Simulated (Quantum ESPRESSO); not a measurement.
pw.x input (Quantum ESPRESSO 7.5; PBE, PseudoDojo stringent norm-conserving files, scalar-relativistic):

```
&CONTROL
  calculation = 'scf'
  pseudo_dir = './pseudo'
  outdir = './out'
  tprnfor = .true.
  tstress = .true.
/
&SYSTEM
  ibrav = 0
  nat = 5
  ntyp = 3
  ecutwfc = 88.0
  ecutrho = 352.0
  occupations = 'smearing'
  smearing = 'fd'
  degauss = 0.002
  nbnd = 49
/
&ELECTRONS
  conv_thr = 5e-10
/
ATOMIC_SPECIES
Br 79.9040 Br.upf
Cs 132.9055 Cs.upf
Pb 207.2000 Pb.upf
CELL_PARAMETERS angstrom
  5.878409680000   0.000000000000   0.000000000000
  0.000000000000   5.878409680000   0.000000000000
  0.000000000000   0.000000000000   5.878409680000
ATOMIC_POSITIONS crystal
Br   0.500000000000   0.500000000000   0.000000000000
Br   0.000000000000   0.500000000000   0.500000000000
Br   0.500000000000   0.000000000000   0.500000000000
Cs   0.000000000000   0.000000000000   0.000000000000
Pb   0.500000000000   0.500000000000   0.500000000000
K_POINTS automatic
6 6 6 0 0 0
```

End of the output:

```

[...]
     the Fermi energy is     5.6973 ev
!    total energy              =   -1279.06300721 Ry
     estimated scf accuracy    <          4.9E-12 Ry
     smearing contrib. (-TS)   =      -0.00000000 Ry
     internal energy E=F+TS    =   -1279.06300721 Ry
     The total energy is F=E-TS. E is the sum of the following terms:
     one-electron contribution =    -996.87284712 Ry
     hartree contribution      =     486.02338591 Ry
     xc contribution           =    -215.42521234 Ry
     ewald contribution        =    -552.78833367 Ry
     convergence has been achieved in   9 iterations
     Forces acting on atoms (cartesian axes, Ry/au):
     atom    1 type  1   force =     0.00000000    0.00000000    0.00000000
     atom    2 type  1   force =     0.00000000    0.00000000    0.00000000
     atom    3 type  1   force =     0.00000000    0.00000000    0.00000000
     atom    4 type  2   force =     0.00000000    0.00000000    0.00000000
     atom    5 type  3   force =     0.00000000    0.00000000    0.00000000
     Total force =     0.000000     Total SCF correction =     0.000000
     Computing stress (Cartesian axis) and pressure
          total   stress  (Ry/bohr**3)                   (kbar)     P=       13.22
   0.00008990   0.00000000   0.00000000           13.22        0.00        0.00
   0.00000000   0.00008990   0.00000000            0.00       13.22        0.00
   0.00000000   0.00000000   0.00008990            0.00        0.00       13.22
```
In a gapped system the printed Fermi energy is only some level inside the gap.

Spin-orbit coupling is not included.

Geometry relaxed with PBEsol.
